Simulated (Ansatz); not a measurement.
# Gaps and volumes of ordered (Ge,C)3N4 (β-Si3N4)

Small ordered supercells, each relaxed with r2SCAN in Ansatz 0.2.0; x is the share of C. They stand for particular orderings, not for the random alloy. All cells are spin-unpolarised, without nuclear motion, and some may be hypothetical.

- Ge5CN8 (Pm, 14 atoms): it is monoclinic, Pm (No. 6); a = 7.652 Å, b = 3.023 Å, c = 7.771 Å, β = 118.7° in the conventional setting, 11.27 Å³ an atom. Around Ge lie 4 N at 1.79–1.85 Å; around Ge lie 4 N at 1.80–1.82 Å; around Ge lie 4 N at 1.83–1.87 Å; around C lie 4 N at 1.41–1.78 Å; around Ge lie 4 N at 1.85–1.86 Å; around N lie 1 C at 1.41 Å and 2 Ge at 1.85 Å; around N lie 3 Ge at 1.80–1.86 Å (further sites aren't listed).
- Ge2CN4 (Pm, 14 atoms): it is monoclinic, Pm (No. 6); conventional cell a = 7.313 Å, b = 2.924 Å, c = 7.394 Å, β = 117.0°, 10.06 Å³ an atom. Ge is surrounded by 4 N at 1.77–1.86 Å; Ge is surrounded by 4 N at 1.76–1.84 Å; C is surrounded by 4 N at 1.42–1.71 Å; Ge is surrounded by 4 N at 1.83–1.84 Å; Ge is surrounded by 4 N at 1.84–1.93 Å; C is surrounded by 4 N at 1.39–1.75 Å; N is surrounded by 3 Ge at 1.80–1.84 Å; N is surrounded by 2 C at 1.43–1.44 Å and 1 Ge at 1.84 Å (further sites aren't listed).
- Ge2CN4 (P2_1/m, 14 atoms): the symmetry is P2_1/m (No. 11, monoclinic); a = 7.524 Å, b = 2.905 Å, c = 7.541 Å, β = 119.5° in the conventional setting, 10.24 Å³ an atom. Around Ge lie 4 N at 1.80–1.86 Å; around Ge lie 4 N at 1.80–1.83 Å; around C lie 4 N at 1.41–1.69 Å; around N lie 1 C at 1.41 Å and 2 Ge at 1.83–1.86 Å; around N lie 2 C at 1.69 Å and 1 Ge at 1.81 Å; around N lie 3 Ge at 1.80–1.82 Å; around N lie 1 C at 1.42 Å and 2 Ge at 1.80 Å.
- Ge3C3N8 (Pm, 14 atoms): it is monoclinic, Pm (No. 6); a = 7.017 Å, b = 2.796 Å, c = 7.297 Å, β = 112.4° in the conventional setting, 9.45 Å³ an atom. Ge has 4 N at 1.75–1.92 Å; Ge has 4 N at 1.79–1.84 Å; C has 3 N at 1.28–1.56 Å; Ge has 4 N at 1.81–1.91 Å; C has 4 N at 1.37–1.68 Å; C has 4 N at 1.31–1.73 Å; N has 1 C at 1.43 Å and 2 Ge at 1.87–1.91 Å; N has 1 C at 1.31 Å and 1 Ge at 1.79 Å (further sites aren't listed).
- GeC2N4 (Pm, 14 atoms): it is monoclinic, Pm (No. 6); conventional cell a = 6.875 Å, b = 2.645 Å, c = 6.894 Å, β = 117.7°, 7.93 Å³ an atom. Around Ge lie 4 N at 1.73–1.86 Å; around C lie 4 N at 1.40–1.54 Å; around C lie 4 N at 1.49–1.56 Å; around Ge lie 4 N at 1.76–1.82 Å; around C lie 4 N at 1.46–1.59 Å; around C lie 4 N at 1.40–1.59 Å; around N lie 1 C at 1.46 Å and 2 Ge at 1.79–1.82 Å; around N lie 3 C at 1.43–1.55 Å (further sites aren't listed).
- GeC2N4 (P2_1/m, 14 atoms): the symmetry is P2_1/m (No. 11, monoclinic); conventional cell a = 6.930 Å, b = 2.641 Å, c = 7.040 Å, β = 119.3°, 8.03 Å³ an atom. Ge is surrounded by 4 N at 1.75–1.84 Å; C is surrounded by 4 N at 1.43–1.55 Å; C is surrounded by 4 N at 1.42–1.56 Å; N is surrounded by 2 C at 1.44–1.45 Å and 1 Ge at 1.84 Å; N is surrounded by 2 C at 1.56 Å and 1 Ge at 1.82 Å; N is surrounded by 1 C at 1.43 Å and 2 Ge at 1.75 Å; N is surrounded by 3 C at 1.42–1.55 Å.

d is direct, i indirect.
```csv
cell,x,volume (Å³/atom),"gap, PBE (eV)","gap, r2SCAN (eV)","gap, HSE06 (eV)"
"Ge5CN8 (Pm, 14 atoms)",0.167,11.27,1.21 i (Γ–Z (0.30) → Γ),1.50 i (Γ–Z (0.29) → Γ),2.53 i (Γ–Z (0.29) → Γ)
"Ge2CN4 (Pm, 14 atoms)",0.333,10.06,–,"1.52 i ((0.404, 0, 0.268) → Γ)","2.54 i ((0.404, 0, 0.268) → Γ)"
"Ge2CN4 (P2_1/m, 14 atoms)",0.333,10.24,1.13 i (Γ–Z (0.30) → B),1.42 i (Γ–Z (0.33) → B),2.53 i (Γ–Z (0.33) → B)
"Ge3C3N8 (Pm, 14 atoms)",0.500,9.45,0.02 i (A → B),0.06 i (A → B),0.91 i (A → B)
"GeC2N4 (Pm, 14 atoms)",0.667,7.93,2.40 d (Γ),2.77 d (Γ),3.87 d (Γ)
"GeC2N4 (P2_1/m, 14 atoms)",0.667,8.03,2.14 i (Γ–Z (0.30) → Γ),2.54 i (Γ–Z (0.30) → Γ),3.66 i (Γ–Z (0.30) → Γ)
```

Task: Which of the orderings at x = 0.333 has the lowest r2SCAN energy?

Result: Ge2CN4 (P2_1/m, 14 atoms); above it Ge2CN4 (Pm, 14 atoms) by 57 meV an atom.

Task: Which of the orderings at x = 0.667 has the lowest r2SCAN energy?

Result: GeC2N4 (P2_1/m, 14 atoms); above it GeC2N4 (Pm, 14 atoms) by 106 meV an atom.

The runs are scalar-relativistic, without spin-orbit coupling.

Where an edge lies off the special points, it is a point of the mesh or the k point where a search put PBE's edge or least direct gap, reused for the other functionals, whose own edges may lie a little apart.

Gaps or overlaps of about a tenth of an eV are at the limit of these meshes: between the points read a gap can be smaller or closed.

Coordinates of k points refer to the reciprocal vectors of the primitive cell of the runs.

The meshes of the hybrids are coarse, so their gaps aren't converged to the digits shown.
